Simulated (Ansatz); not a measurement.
# HPbNO4: changing the functional

Space group P1 (No. 1). a = 4.275 Å, b = 5.609 Å, c = 5.670 Å, α = 100.02°, β = 111.92°, γ = 111.82°
```json
{"atom": "H", "site": "1a", "symmetry": "1", "x": "0.9907", "y": "0.0333", "z": "0.9099"}
{"atom": "Pb", "site": "1a", "symmetry": "1", "x": "0.5027", "y": "0.8199", "z": "0.1429"}
{"atom": "N", "site": "1a", "symmetry": "1", "x": "0.0084", "y": "0.4741", "z": "0.5027"}
{"atom": "O", "site": "1a", "symmetry": "1", "x": "0.9982", "y": "0.9274", "z": "0.0288"}
{"atom": "O", "site": "1a", "symmetry": "1", "x": "0.1947", "y": "0.7343", "z": "0.6085"}
{"atom": "O", "site": "1a", "symmetry": "1", "x": "0.8167", "y": "0.3588", "z": "0.2456"}
{"atom": "O", "site": "1a", "symmetry": "1", "x": "0.0138", "y": "0.3312", "z": "0.6522"}
```

The cell comes from a database or a generator and needn't be the stable form of this composition.

Kept alike: task band structure; k mesh 8 × 6 × 6; occupations fermi-dirac, width 0.05 eV; no spin polarisation. Program: Ansatz, Ansatz PAW. Cutoffs run from 420 to 500 eV. The mesh is that of the run's cell of 7 atoms. No spin-orbit coupling.

| functional | band gap (eV) | pressure (GPa) |
| --- | --- | --- |
| BLYP | 2.786 | 1.94 |
| LDA | 2.753 | -5.48 |
| PBE | 2.818 | 0.02 |
| PBEsol | 2.821 | -2.55 |
| RPBE | 2.864 | 2.44 |
| r2SCAN | 3.175 | -3.05 |
| revPBE | 2.861 | 1.90 |

Pressure is positive in compression, with a Pulay correction for the finite cutoff. Spin-orbit coupling, left out here, moves the band edges of heavy atoms and can close or invert small gaps. Gaps are the smaller of the mesh's and the band path's. All rows use potentials made for PBE.

Task: What does the functional change here?

Result: The band gap runs from 2.753 (LDA) to 3.175 eV (r2SCAN). From PBE: BLYP -0.032; LDA -0.065; PBEsol +0.003; RPBE +0.046; r2SCAN +0.357; revPBE +0.043. The pressure runs from -5.48 (LDA) to 2.44 GPa (RPBE). From PBE: BLYP +1.92; LDA -5.50; PBEsol -2.57; RPBE +2.42; r2SCAN -3.07; revPBE +1.88. A positive pressure means that the functional's own cell is larger than the one given, a negative one that it is smaller.
